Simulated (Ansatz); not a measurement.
## Fe (bcc, W type), energy against volume

Fe (bcc, W type)

```xyz
1
Lattice="-1.3934 1.3934 1.3934 1.3934 -1.3934 1.3934 1.3934 1.3934 -1.3934" Properties=species:S:1:pos:R:3 pbc="T T T"
Fe     0.0000     0.0000     0.0000
```

The volume is varied about the relaxed value V₀ at fixed cell shape. Symmetry pins the atoms to their sites.

The numbers are results of PBEsol (plane waves to 420 eV, PAW, scalar-relativistic; Ansatz, a first-principles code), not measurements. k mesh 23×23×23 (Γ-centred), Fermi-Dirac smearing 0.05 eV. The energy includes the smearing's −TS. Stress and pressure are positive under compression. Fe was relaxed with its symmetry unable to fall. Relaxed Fe ends ferromagnetic. The PAW data are Ansatz's earlier set. Other magnetic orders were not checked, so this need not be the ground state. The zero of ΔE is the relaxed starting cell.

| V (Å³/cell) | ΔE (kJ/mol of atoms) | moment (μB/cell) | P (GPa) |
|---|---|---|---|
| 9.09 | 26.1 | 1.80 | 58.8 |
| 9.38 | 17.1 | 1.87 | 45.2 |
| 9.67 | 10.3 | 1.93 | 33.4 |
| 9.96 | 5.4 | 1.97 | 23.0 |
| 10.24 | 2.3 | 2.01 | 13.9 |
| 10.53 | 0.5 | 2.04 | 6.2 |
| 10.82 | 0.0 | 2.10 | 0.0 |
| 11.11 | 0.5 | 2.15 | -5.4 |
| 11.40 | 1.8 | 2.18 | -10.2 |
| 11.69 | 4.0 | 2.21 | -14.4 |
| 11.98 | 6.8 | 2.25 | -17.8 |
| 12.26 | 10.1 | 2.30 | -20.4 |
| 12.55 | 13.8 | 2.39 | -21.8 |

Summary:

| Property | Result |
|---|---|
| Pressure at the smallest volume | 58.8 GPa |
| Energy cost of the largest compression | 271 meV/atom |
| Energy cost of the largest expansion | 143 meV/atom |
| Bulk modulus B₀ (third-order Birch-Murnaghan fit) | 223 GPa |
| Pressure derivative B₀′ (fit) | 4.9 |
| Equilibrium volume of the fit | 10.82 Å³/atom |
| Pressure for 5 % compression (fit) | 13.0 GPa |

The 13 points together took about 3 core-minutes (a rough figure).

(Under strain, the slope of the energy per volume gives the stress and its curvature an elastic modulus.)
